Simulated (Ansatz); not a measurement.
PtS$_{2}$ (CdI2 type)

```cif
data_PtS2
_chemical_formula_sum 'Pt1 S2'
_space_group_name_H-M_alt 'P-3m1'
_space_group_IT_number 164
_space_group_name_Hall '-P 3 2"'
_cell_length_a 3.55232
_cell_length_b 3.55232
_cell_length_c 5.12720
_cell_angle_alpha 90.000
_cell_angle_beta 90.000
_cell_angle_gamma 120.000
loop_
_atom_site_label
_atom_site_type_symbol
_atom_site_symmetry_multiplicity
_atom_site_Wyckoff_symbol
_atom_site_fract_x
_atom_site_fract_y
_atom_site_fract_z
_atom_site_occupancy
Pt1 Pt 1 a 0.00000 0.00000 0.00000 1
S1 S 2 d 0.33333 0.66667 0.23909 1
```

Grid over V/V₀ and (c/a)/(c/a)₀, subscript 0 meaning the relaxed cell; the conventional c axis lies along z; no internal relaxation.

Calculation: r2SCAN+rVV10 (plane waves to 500 eV, PAW, scalar-relativistic; Ansatz, a first-principles code). k mesh 11×11×7 (Γ-centred), Fermi-Dirac smearing 0.05 eV. E stands for the smeared free energy. As the atoms are clamped, bonds stretch with the cell, which overstates energies and stresses. PtS2 is run without spin polarisation. PtS2 was relaxed with its symmetry unable to fall. Spin-orbit coupling is left out, though Pt is heavy.

Changes of ΔE (eV/atom) from the point V/V₀ = 1.000, (c/a)/(c/a)₀ = 1.000 when one coordinate moves alone (two changes are said to add if the coupling is within 5 % of the smaller one, nearly so within 20 %):

| point | change |
|---|---|
| V/V₀ = 1.000, (c/a)/(c/a)₀ = 0.880 | 0.04680 |
| V/V₀ = 1.000, (c/a)/(c/a)₀ = 0.940 | 0.01106 |
| V/V₀ = 0.920, (c/a)/(c/a)₀ = 1.000 | 0.06335 |
| V/V₀ = 0.960, (c/a)/(c/a)₀ = 1.000 | 0.01461 |
| V/V₀ = 1.040, (c/a)/(c/a)₀ = 1.000 | 0.01249 |
| V/V₀ = 1.080, (c/a)/(c/a)₀ = 1.000 | 0.04644 |
| V/V₀ = 1.000, (c/a)/(c/a)₀ = 1.060 | 0.00995 |
| V/V₀ = 1.000, (c/a)/(c/a)₀ = 1.120 | 0.03785 |

### Question
Do the two effects add at V/V₀ = 0.960, (c/a)/(c/a)₀ = 1.060? Give the computed change.

### Answer
The sum of the single changes is 0.01461 + (0.00995) = 0.02456; the calculation gives 0.03512, so the coupling contributes 0.01056 (over 20 % of the smaller single change, not additive).

### Question
Do the two effects add at V/V₀ = 0.920, (c/a)/(c/a)₀ = 0.880? Give the computed change.

### Answer
The sum of the single changes is 0.06335 + (0.04680) = 0.11015; the calculation gives 0.05417, so the coupling contributes -0.05598 (over 20 % of the smaller single change, not additive).

### Question
What is the change at V/V₀ = 0.960, (c/a)/(c/a)₀ = 1.120, where both move, and how far is it from the sum?

### Answer
The sum of the single changes is 0.01461 + (0.03785) = 0.05246; the calculation gives 0.07184, so the coupling contributes 0.01938 (over 20 % of the smaller single change, not additive).

(Under strain, the slope of the energy per volume gives the stress and its curvature an elastic modulus.)
